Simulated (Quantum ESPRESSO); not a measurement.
# Planted mistakes on one cell of GaSiHfO5F

The results below are calculated, not measured. They come from pw.x of Quantum ESPRESSO 7.5, a plane-wave density functional program, with PseudoDojo standard norm-conserving files (v0.5 for PBE, v0.4.1 for LDA and PBEsol). The cells are made up: elements, strain and atom displacements were drawn at random, and nothing was relaxed. There is no spin polarisation, spin-orbit coupling or dispersion term.

The hafnium file is less sure than the others, with forces about 3 percent (worst 6) and pressure in oxides about 1.5 GPa (worst 2.7) from a second method in checks, which no rerun with the same files tests.

The cell has 10 sites of a corundum lattice. Sites 1 to 4 hold Ga empty Si Hf; sites 5 to 10 hold O O O O F O. Cell vectors in Å: (2.684, 1.683, 4.919); (-2.772, 1.636, 4.984); (-0.085, -3.087, 4.876). Settings: PBE, cutoff 1143 eV, 5 x 5 x 5 k mesh shifted by half a step, Fermi-Dirac smearing of 0.025 eV.

The intended run has a self-consistency threshold of 1e-07 eV, a smearing term of 0.000 eV, a pressure of -23.39 GPa and 15 iterations. Each further run changes one thing: atoms of sites 5 and 9 exchanged; cutoff 663 eV; k mesh 1 x 1 x 1; one electron added; smearing 0.43 eV; threshold 0.09 eV. A coarse mesh keeps the shift, and a charged cell sits in a uniform background.

```
run  change of free energy (eV)  smearing term -TS (eV)  change of P (GPa)  largest change of a force component (eV/Å)  iterations
  A                       0.030                   0.000               1.08                                       0.157           6
  B                      -0.918                   0.000              -1.11                                       0.410          14
  C                      12.880                   0.000             -90.98                                       0.122          14
  D                      -0.179                  -0.700               1.52                                       0.274          14
  E                       1.023                   0.000               0.84                                       4.923          15
  F                       6.851                  -0.013              20.63                                       1.302          14
```

A rerun of the intended cell at 1437 eV and k mesh 7 x 7 x 7 moved values by no more than 0.003 eV in the cell's energy, 0.03 GPa in stress and 0.002 eV/Å in force.

Question: which change belongs to which run?

## Worked reading

Run A has the fewest iterations, as a run stopped early does. Run D has the largest smearing term, as wide smearing gives. Run C has a higher energy and the largest fall in pressure, as too small a basis gives. Energies from files of another functional, or of a charged cell, have another zero and say nothing on stability; the pressure of a charged cell rests on the program's zero of potential too.

## Key

| run | change |
| --- | --- |
| A | threshold 0.09 eV |
| B | k mesh 1 x 1 x 1 |
| C | cutoff 663 eV |
| D | smearing 0.43 eV |
| E | atoms of sites 5 and 9 exchanged |
| F | one electron added |